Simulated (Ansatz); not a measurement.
Ansatz input file:

```yaml
crystal:
  lattice:
    - [4.3271121584, 0.0, 0.0]
    - [0.0, 4.3271121584, 0.0]
    - [0.0, 0.0, 4.3271121584]
  atoms:
    - { symbol: Ga, position: [0.0, 0.0, 0.0] }
    - { symbol: Ge, position: [0.0, 0.5, 0.5] }
    - { symbol: Ge, position: [0.5, 0.0, 0.5] }
    - { symbol: Ge, position: [0.5, 0.5, 0.0] }
basis:
  ecutwfc: 420
kpoints:
  mp_grid: { grid: [10, 10, 10] }
hamiltonian:
  xc: pbesol
scf:
  occupations: { method: gaussian, width: 0.1 }
output:
  forces: true
  stress: true
  eigenvalues: true
```

Launched with
```bash
ansatz run input.yaml --threads 1 --pin off --max-ram 1331MiB --backend cpu --events-out ev --progress --plain --runs-dir out
```

Computed with DFT PBEsol, scalar-relativistic, plane waves, PAW in Ansatz 0.2.0.

Part of what the program printed, abridged (final results; tables in files aren't shown):

```
SCF 1 converged in 7 iterations: F = -16502.729854 eV  dr2 = 3.11e-8
SCF converged after 7 iterations
Free energy (F): -16502.729854 eV
Harris-Foulkes:  -16502.729854 eV  (|F-HF|=4.64e-8)
Internal energy: -16502.721125 eV  (E = F + TS)
E sigma→0 (E₀):  -16502.725490 eV
Entropy (-TS):   -0.008729 eV (-2.182 meV/atom)
Fermi energy:    9.648567 eV
--- Per-component energies (eV) ---
  E_band       = -432.730807
  E_kinetic    = 441.895629
  E_local      = -8395.209239  (includes V_loc(G=0)·N_el)
  E_nonlocal   = 1671.445492
  E_hartree    = 3710.494459
  E_xc         = -292.242769
  E_vxc        = -249.992796  (∫ρ·V_xc dr)
  E_paw        = -7870.712366  (= ΣΔE_a)
  E_vpaw       = -1321.875941  (= ΣTr[D̂ρ^β])
  E_aug_tail   = 0.000932  (compensation charges beyond the density's cutoff)
  E_ewald      = -5772.010050
  E_core_change = 3.616786  (= ΣΔE_core)
  E_smearing   = -0.008729  (= −TS)
--- Forces (eV/Å), atoms counted from 1 ---
  atom   1  Ga     0.00000000     0.00000000     0.00000000
  atom   2  Ge     0.00000000     0.00000000     0.00000000
  atom   3  Ge     0.00000000     0.00000000     0.00000000
  atom   4  Ge     0.00000000     0.00000000     0.00000000
--- Stress (GPa, compression-positive) ---
       -5.559403       0.000000       0.000000
        0.000000      -5.559403       0.000000
        0.000000       0.000000      -5.559403
  P = ⅓ Tr σ = -5.5594 GPa (-55.594 kbar)
--- Band table (eV; the first three rows and the last of 56) ---
  k-point 0: bands = ["-15.1019", "-15.1019", "-15.1019", "-15.0903", "-15.0668", "-15.0668", "-15.0399", "-15.0399", "-15.0399", "-15.0181", "-15.0181", "-15.0017", "-14.9866", "-14.9866", "-14.9866", "-5.0740", "-5.0740", "-5.0602", "-5.0602", "-5.0602", "-2.5856", "4.0237", "4.0237", "6.0106", "6.0106", "6.0106", "6.2667", "12.1723", "12.1723", "12.1723", "13.0925", "13.0925", "13.0925"]
  k-point 1: bands = ["-15.1015", "-15.0993", "-15.0993", "-15.0886", "-15.0666", "-15.0653", "-15.0403", "-15.0399", "-15.0399", "-15.0195", "-15.0181", "-15.0030", "-14.9894", "-14.9894", "-14.9866", "-5.0738", "-5.0728", "-5.0611", "-5.0611", "-5.0602", "-2.5083", "3.4344", "4.0568", "5.7216", "6.0952", "6.0952", "7.3136", "11.7890", "11.8979", "11.8979", "12.5880", "12.9361", "12.9361"]
  k-point 2: bands = ["-15.1004", "-15.0918", "-15.0918", "-15.0839", "-15.0660", "-15.0611", "-15.0413", "-15.0400", "-15.0400", "-15.0235", "-15.0180", "-15.0067", "-14.9975", "-14.9975", "-14.9866", "-5.0730", "-5.0697", "-5.0635", "-5.0635", "-5.0601", "-2.2768", "2.3479", "4.1478", "5.7669", "6.3475", "6.3475", "8.8391", "11.0297", "11.0297", "11.0315", "11.6694", "13.0213", "13.0213"]
  k-point 55: bands = ["-15.0757", "-15.0729", "-15.0729", "-15.0729", "-15.0723", "-15.0723", "-15.0723", "-15.0310", "-15.0310", "-15.0253", "-15.0253", "-15.0253", "-14.9972", "-14.9972", "-14.9972", "-5.0837", "-5.0837", "-5.0837", "-5.0484", "-5.0484", "1.9324", "1.9324", "1.9324", "4.4624", "4.4925", "4.9290", "4.9290", "4.9290", "16.0317", "16.0317", "16.0708", "16.0708", "16.0708"]
```

The run converged.